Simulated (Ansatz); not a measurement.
# Ansatz 0.2.0, settings compared: Mn$_{2}$CoSiN$_{4}$

The input file (Ansatz 0.2.0, plane waves):

```yaml
crystal:
  lattice:
    - [0.0, 4.60239472, 0.0]
    - [4.60239472, 0.0, 0.0]
    - [2.30119736, 2.30119736, -4.50937479]
  atoms:
    - { symbol: Co, position: [0.0, 0.0, 0.0] }
    - { symbol: Si, position: [0.5, 0.5, 0.0] }
    - { symbol: Mn, position: [0.75, 0.25, 0.5] }
    - { symbol: Mn, position: [0.25, 0.75, 0.5] }
    - { symbol: "N", position: [0.3931, 0.3931, 0.7534] }
    - { symbol: "N", position: [0.6069, 0.1465, 0.2466] }
    - { symbol: "N", position: [0.8535, 0.8535, 0.7534] }
    - { symbol: "N", position: [0.1465, 0.6069, 0.2466] }
  symmetry: { tolerance: 0.0003 }
kpoints:
  mp_grid: { grid: [5, 5, 5], shift: [0, 0, 0] }
magnetization:
  spin_polarized: false
scf:
  occupations: { method: tetrahedron }
hamiltonian:
  pseudopotentials: { kind: paw }
  xc: r2scan
basis:
  ecutwfc: 500
output:
  forces: true
  stress: true
  eigenvalues: true
```

Run with:

```bash
ansatz run input.yaml --threads 1 --pin off --max-ram 2560MiB --backend cpu --events-out ev --progress --plain --runs-dir out
```

Origin of the cell: a known structure type with other elements, at an estimated volume, so it need not be a known compound.

Output of this run (shortened):

```
Warning: output.forces, output.stress, relax.cell or npt_langevin: where a Kohn–Sham band that disperses or a degenerate level is filled in part under the method tetrahedron, the forces or th […]
Pseudopotentials: kind: paw
Pseudopotential: Co, paw, valence charge 17, recommended cutoff 500 eV (meta_gga), Co.paw.azcp
Pseudopotential: Si, paw, valence charge 4, recommended cutoff 500 eV (meta_gga), Si.paw.azcp
Pseudopotential: Mn, paw, valence charge 15, recommended cutoff 500 eV (meta_gga), Mn.paw.azcp
Pseudopotential: N, paw, valence charge 5, recommended cutoff 500 eV (meta_gga), N.paw.azcp
Functional definition: r2SCAN
  exchange = r2scan_x(k0 = k0, k1 = k1, a1 = a1)
  correlation = r2scan_c
Crystal: 8 atoms, lattice volume = 95.518 Å³
Basis set: ecut = 500 eV, 2421 PW (Γ), exchange–correlation on 144×144×180 points (64 copies of the dense FFT grid, shifted against one another)
[… 16 lines left out …]
Initial density: superposition of atomic densities (neutral atoms: chi_scale 0, normalization atom), corrected by the library's trained network
Functional: x = r2scan, c = r2scan; τ floored in thin density (d = 2e-4 eV/Å³)
SCF iter   1: F=—  HF=-15117.132986 eV  Δρ=3.55e-2  dr2=1.12e0  dr2_τ=3.62e-1
SCF iter   2: F=—  HF=-15118.533762 eV  Δρ=2.27e-1  dr2=4.97e1  dr2_τ=4.32e-1  defer=21  recentre
SCF iter   3: F=—  HF=-15117.351005 eV  Δρ=2.39e-2  dr2=4.22e-1  dr2_τ=1.53e-2  defer=21
SCF iter   4: F=—  HF=-15117.348457 eV  Δρ=1.36e-2  dr2=5.27e-2  dr2_τ=4.61e-3  defer=21
SCF iter   5: F=—  HF=-15117.360332 eV  Δρ=9.15e-3  dr2=2.91e-2  dr2_τ=3.20e-3  defer=21
[… 4 lines left out …]
SCF iter  10: F=—  HF=-15117.364718 eV  Δρ=4.48e-4  dr2=1.68e-4  dr2_τ=1.49e-6  defer=21
SCF iter  11: F=—  HF=-15117.364694 eV  Δρ=1.35e-4  dr2=1.62e-5  dr2_τ=3.98e-7  defer=21
SCF iter  12: F=—  HF=-15117.364699 eV  Δρ=3.26e-5  dr2=1.06e-6  dr2_τ=1.11e-8  defer=21
SCF iter  13: F=—  HF=-15117.364700 eV  Δρ=2.53e-5  dr2=5.07e-7  dr2_τ=1.06e-8  defer=21
SCF iter  14: F=-15117.364700 eV  HF=-15117.364700 eV  Δρ=5.94e-6  dr2=2.88e-8  dr2_τ=1.77e-9
SCF 1 converged in 14 iterations: F = -15117.364700 eV  dr2 = 2.88e-8
SCF converged after 14 iterations
Stability not checked: this state was not tested for a lower state beside it, because cold or Methfessel-Paxton smearing, or corrected tetrahedra, fill the levels in a way that the test cannot read (fill_not_monotonic; […]
Free energy (F): -15117.364700 eV
Harris-Foulkes:  -15117.364700 eV  (|F-HF|=2.48e-8)
Internal energy: -15117.362099 eV  (E = F + TS)
E sigma→0 (E₀):  -15117.364700 eV
Entropy (-TS):   -0.002601 eV (-0.325 meV/atom)
Fermi energy:    10.201526 eV
--- Per-component energies (eV) ---
  E_band       = -1021.405450
  E_kinetic    = 1600.500794
  E_local      = -9351.731528  (includes V_loc(G=0)·N_el)
  E_nonlocal   = 1144.983153
  E_hartree    = 3830.459472
  E_xc         = -656.381738
  E_vxc        = -925.413335  (∫ρ·V_xc dr)
  E_paw        = -5172.679823  (= ΣΔE_a)
  E_vpaw       = -1208.080433  (= ΣTr[D̂ρ^β])
  E_aug_tail   = 0.000098  (compensation charges beyond the density's cutoff)
  E_vtau       = 57.430900  (kinetic-family band-sum trace: ∫τ·v_τ [+ j·A + Jᵃ·Aᵃ] dr)
  E_ewald      = -6511.456542
  E_core_change = -1.055984  (= ΣΔE_core)
  E_smearing   = -0.002601  (= −TS)
  Σ components = -15117.364700   (vs F -15117.364700, Δ=0.00e0)
--- Forces (eV/Å), atoms counted from 1 ---
[… 3 lines left out …]
  atom   4  Mn     0.000000    -0.000000     0.000000
  atom   5  N      0.131825     0.131825     0.029455
  atom   6  N      0.131825    -0.131825    -0.029455
  atom   7  N     -0.131825    -0.131825     0.029455
  atom   8  N     -0.131825     0.131825    -0.029455
  max |Σ_I F_I| component: 1.11e-16 eV/Å
--- Stress (GPa, compression-positive) ---
      -38.346871       0.000000      -0.000000
        0.000000     -38.346871      -0.000000
        0.000000      -0.000000     -36.528643
  P = ⅓ Tr σ = -37.7408 GPa (-377.408 kbar)
```

The same input was run again with these changes:

1. `scf.mixing.algorithm` default → anderson; `scf.mixing.beta` default → 0.1
2. `kpoints.mp_grid.grid` [5, 5, 5] → [3, 3, 3]
3. `kpoints.mp_grid.shift` [0, 0, 0] → [0.5, 0.5, 0.5]
4. `kpoints.mp_grid.grid` [5, 5, 5] → [2, 2, 2]; `scf.mixing.preconditioner` default → none; `hamiltonian.xc` r2scan → lda

```csv
run,end,SCF iterations,P (GPa),max force component (eV/Å),moment (μB),ΔE(σ→0) (meV/atom)
base,converged,14,-37.74,0.132,–,0
1,converged,18,-37.74,0.132,–,0.00
2,converged,14,-37.80,0.137,–,-7.35
3,converged,15,-37.77,0.133,–,-0.62
4,converged,14,-44.32,0.551,–,–
```

Energies are compared only where functional, datasets, charge and starting cell are the same.

Not properties of the system: run 2 (too coarse or loose: `kpoints.mp_grid.grid` = [3, 3, 3]), run 4 (too coarse or loose: `kpoints.mp_grid.grid` = [2, 2, 2]).

Caveats of the base run: forces and stress under tetrahedra may miss the slope of the energy; no spin polarisation, so a magnetic state may lie lower; the given cell is far from equilibrium, with atoms too close or a volume far off; the k mesh is coarse if the cell is a metal.

Run 3: the k mesh keeps only part of the crystal's symmetry.

Time of the base run: 18 s on 1 thread of Intel(R) Xeon(R) Platinum 8488C (Sapphire Rapids), on a shared host, peak memory 0.65 GiB, from the program's own first density.
